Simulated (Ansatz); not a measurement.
Relaxed-ion elastic tensor of Co₄N in space group Pm-3m (No. 221; Co on 3d, Co on 1b, N on 1a) in GPa (Voigt order), plane-wave PAW PBEsol (Ansatz code); density 8.39 g/cm³, 9.88 Å³ per atom.

```
 464   146   146   0.0   0.0   0.0
 146   464   146   0.0   0.0   0.0
 146   146   464   0.0   0.0   0.0
 0.0   0.0   0.0  90.6   0.0   0.0
 0.0   0.0   0.0   0.0  90.6   0.0
 0.0   0.0   0.0   0.0   0.0  90.6
```

**Question.** Is the crystal mechanically stable?

**Answer.** Yes: the smallest eigenvalue of C is 90.6 GPa.

**Question.** Work out the Voigt, Reuss and Hill averages.

**Answer.** K_V = 252, K_R = 252, K_H = 252; G_V = 118, G_R = 109, G_H = 114 GPa.

**Question.** Give Young's modulus, Poisson's ratio, Pugh's ratio and the universal anisotropy index.

**Answer.** E = 9KG/(3K + G) = 296 GPa; ν = 0.30; K/G = 2.22 (ductile by the Pugh limit of 1.75); A_U = 5G_V/G_R + K_V/K_R − 6 = 0.39.

**Question.** Estimate the sound speeds and the Debye temperature.

**Answer.** v_l = √((K + 4G/3)/ρ) = 6930 m/s, v_t = √(G/ρ) = 3680 m/s, mean 4110 m/s; Θ = (h/k)(3n/4πV)^(1/3) v_m = 570 K.

**Question.** Give the Zener ratio and Young's modulus along [100], [110] and [111].

**Answer.** A = 2C44/(C11 − C12) = 0.57; 1/E = S11 − 2(S11 − S12 − S44/2)Γ with Γ = 0, 1/4, 1/3 gives 393, 268, 243 GPa.

**Question.** Solve the Christoffel equation for the three sound speeds along [100], [110], [111].

**Answer.** Eigenvalues of C_ijkl n_j n_l equal ρv². In km/s, slowest first: [100] 3.29, 3.29, 7.43; [110] 3.29, 4.35, 6.87; [111] 4.03, 4.03, 6.67.

The first step of the workflow began from a Materials Project structure, measured or hypothetical; the Crystallography Open Database copy checked does not list it. Whether it is the stable phase at ambient conditions was not checked. Symmetry was held in the PBEsol relaxation; whether a distortion lowers the energy is not shown. Spin order of the final state: ferromagnetic, chosen from 5 collinear starts compared on coarse meshes (ties went to the first, and starts can fall back to one state), not a proven ground state. No Hubbard U is applied. As this level gives no gap, shear constants depend on the k-mesh and smearing (Fermi–Dirac, 0.1 eV here).

Potentials: the later of the program's two PAW sets.
